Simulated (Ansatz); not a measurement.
## TaRu₅: stable or not

It was reached by relaxing an invented guess, and it needn't be the stable form of this composition.

Computed with DFT PBE, scalar-relativistic, plane waves, PAW in Ansatz. Settings of the last relaxation (6-atom cell): 420 eV, 12×12×8 k points, Gaussian smearing of 0.10 eV, no spin polarisation.

```xyz
6
Lattice="4.7882 0.0000 0.0000 -2.3941 4.1467 0.0000 0.0000 0.0000 4.3748" Properties=species:S:1:pos:R:3 pbc="T T T"
Ta    0.0000    0.0000    2.1874
Ru   -1.5653    2.7111    0.0000
Ru    3.1305    0.0000    0.0000
Ru    0.8289    1.4356    0.0000
Ru    0.0000    2.7645    2.1874
Ru    2.3941    1.3822    2.1874
```

Energies over the elements count from the elements' standard structures at the same level, with no fitted energy shifts.

**Question.** These tests were run: energy against the elements; random kick, then relaxation without symmetry; phonons on a 2×2×2 q mesh. What do they show?

**Answer.**

```tsv
test	result
energy against the elements	−0.10 eV/atom
random kick, then relaxation without symmetry	returns
phonons on a 2×2×2 q mesh	no imaginary mode on the mesh
```

It fails none of these tests. Whether a mixture of other phases lies lower isn't tested here.

These runs have no spin–orbit coupling, which can matter for Ta. The kick test ran on a coarse mesh. The run for the phonons used a 12×12×8 k mesh and Fermi–Dirac smearing of 0.15 eV.
